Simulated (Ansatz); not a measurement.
A plane-wave DFT run in Ansatz 0.2.0 (scalar-relativistic PAW potentials unless the input names others): input and command.

```yaml
crystal:
  lattice:
    - [2.8669790384, 0.0, 0.0]
    - [-1.4334895192, 2.4828766794, 0.0]
    - [0.0, 0.0, 18.7382386314]
  atoms:
    - { symbol: Ag, position: [0.0, 0.0, -0.0001480423] }
    - { symbol: Ag, position: [0.3333333333, 0.6666666667, 0.1248554109] }
    - { symbol: Ag, position: [0.0, 0.0, 0.2501445891] }
    - { symbol: Ag, position: [0.3333333333, 0.6666666667, 0.3751480423] }
    - { symbol: Ag, position: [0.6666666667, 0.3333333333, 0.5001496845] }
    - { symbol: Ag, position: [0.3333333333, 0.6666666667, 0.6251443032] }
    - { symbol: Ag, position: [0.0, 0.0, 0.7498556968] }
    - { symbol: Ag, position: [0.6666666667, 0.3333333333, 0.8748503155] }
basis:
  ecutwfc: 420
kpoints:
  mp_grid: { grid: [18, 18, 3] }
hamiltonian:
  xc: pbesol
scf:
  occupations: { method: gaussian, width: 0.1 }
  max_iter: 75
output:
  forces: true
  eigenvalues: true
  stress: true
ENCUT: 0.3
```

```bash
ansatz run input.yaml --threads 1 --pin off --max-ram 2560MiB --backend cpu --events-out ev --progress --plain --runs-dir out
```

What will the program do with this input?

The program refuses it, because of a keyword of another program (ENCUT: not typed → 0.3). Without that key it is accepted.

Abridged log:
```
Error: YAML parse error: error: line 28 column 1: unknown field `ENCUT`, expected one of crystal, accuracy, basis, kpoints, hamiltonian, magnetization, projection, total_charge, correlation, batch, efield, external_charges, scf, relax, neb, saddle, md, ramp, phonons, dielectric, real_time, elastic, magnetic_configurations, gw, evaluate, workflow, output, checkpoint, execution
  --> <input>:28:1
   |
26 |   eigenvalues: true
27 |   stress: true
28 | ENCUT: 0.3
   | ^ unknown field `ENCUT`, expected one of crystal, accuracy, basis, kpoints, hamiltonian, magnetization, projection, total_charge, correlation, batch, efield, external_charges, scf, relax, neb, saddle, md, ramp, phonons, dielectric, real_time, elastic, magnetic_configurations, gw, evaluate, workflow, output, checkpoint, execution
```